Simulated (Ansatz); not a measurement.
A relaxed 1×1 slab of 5 planes, cut along (0001) from a hcp crystal of one element, has a cell area of 8.89 Å² and a bulk spacing of 2.536 Å between its first planes. All-electron LAPW in Ansatz 0.2.0 (PBE, scalar-relativistic, no spin polarisation) gives γ = 1.73 J/m², Φ = 4.35 eV and a change of the outer spacing of -6.2 %. The hcp structure needn't be the element's own.

Which element is it?

Hf. This is the case that was computed; others weren't tested.
